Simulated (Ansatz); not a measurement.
CsBr:
```yaml
crystal:
  lattice:
    - [0.00000, 3.65844, 3.65844]
    - [3.65844, 0.00000, 3.65844]
    - [3.65844, 3.65844, 0.00000]
  atoms:
    - { symbol: Cs, position: [0.00000, 0.00000, 0.00000] }
    - { symbol: Br, position: [0.50000, 0.50000, 0.50000] }
```

Relaxed with r²SCAN.

Q: Give the Bader charges and basin volumes of the independent atoms, DFT-r²SCAN in the program Ansatz with PAW potentials.

A: 

```csv
atom,Bader charge (e),Bader volume (Å³)
Cs1,+0.84,41.7
Br2,-0.84,49.7
```

Space group Fm-3m (rock salt). The workflow started from a Materials Project entry (that database holds measured and hypothetical structures alike); the Crystallography Open Database copy checked does not list it. It is not the phase usual at ambient conditions (space group No. 221). The cell was relaxed with r²SCAN under the symmetry of its start; its stability against distortions is not shown here. Scalar-relativistic: spin–orbit coupling is off unless named, which matters more the heavier the elements.

Potentials: the later of the program's two PAW sets.
